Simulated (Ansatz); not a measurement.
TaAl:
```
TaAl
1.0
    0.00000     2.61558     2.61558
    2.61558     0.00000     2.61558
    2.61558     2.61558     0.00000
Ta Al
1 1
Direct
  0.00000   0.00000   0.00000
  0.50000   0.50000   0.50000
```

Relaxed with PBEsol (plane waves, PAW; program Ansatz). Indices refer to the conventional cell of Fm-3m, a = 5.231 Å, b = 5.231 Å, c = 5.231 Å, α = 90.00°, β = 90.00°, γ = 90.00°.

Problem. Simulate the powder diffraction pattern (Cu Kα, λ = 1.54184 Å; lines above 1 %) up to 2θ = 90°.

Solution. Simulated powder pattern, Cu Kα, λ = 1.54184 Å (kinematic, ideal powder, no thermal factors, no anomalous dispersion; the 30 strongest lines at most, above 1 %, up to 2θ = 90°):

```
2θ (°)  d (Å)  I/Imax (%)    hkl
------  -----  ----------  -----
29.58   3.020         100  (111)
34.28   2.616          95  (200)
49.27   1.849          70  (220)
58.52   1.577          47  (311)
61.40   1.510          24  (222)
72.24   1.308          11  (400)
79.94   1.200          20  (331)
82.46   1.170          32  (420)
```

The start of the workflow was typed in or built on a structure type; neither database checked (COD, Materials Project) lists it. Its standing as an ambient phase is unchecked. The cell was relaxed with PBEsol under the symmetry of its start. At this level the phase is mechanically unstable. No spin polarisation was allowed. Its formation energy is positive at this level, so the cell may be metastable or incomplete. Scalar-relativistic: spin–orbit coupling is off unless named, which matters more the heavier the elements.

Potentials: the earlier of the program's two PAW sets. The files were generated under PBE; for other functionals the program regenerates the frozen cores, and for LDA and PBEsol the local potential too.
